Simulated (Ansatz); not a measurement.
CdS (wurtzite)

Space group P6₃mc (No. 186); a = b = 4.1966 Å, c = 6.8302 Å, α = β = 90.00°, γ = 120.00°

```csv
atom,site,symmetry,x,y,z
Cd,2b,3m.,0.6667,0.3333,0.4992
S,2b,3m.,0.3333,0.6667,0.3756
```

Equation-of-state scan: isotropic scaling of the cell above, V₀ being its volume. The atoms relax within the cell's symmetry.

All values below come from PBE (plane waves to 420 eV, PAW, scalar-relativistic; Ansatz, a program for electronic structure). k mesh 9×9×5 (Γ-centred), Fermi-Dirac smearing 0.05 eV. E stands for the smeared free energy. CdS was relaxed with its symmetry unable to fall. The PAW data are Ansatz's earlier set. The zero of ΔE is the relaxed starting cell.

Task: What ΔE (meV/atom) does the calculation give at V/V₀ = 0.840, 0.880, 0.960, 1.040, 1.160?

Result: 
| V/V₀ | ΔE (meV/atom) |
|---|---|
| 0.840 | 152.9 |
| 0.880 | 78.9 |
| 0.960 | 7.5 |
| 1.040 | 6.4 |
| 1.160 | 83.9 |

(A scan under strain: stresses follow from slopes of the energy per volume, elastic moduli from its curvatures.)
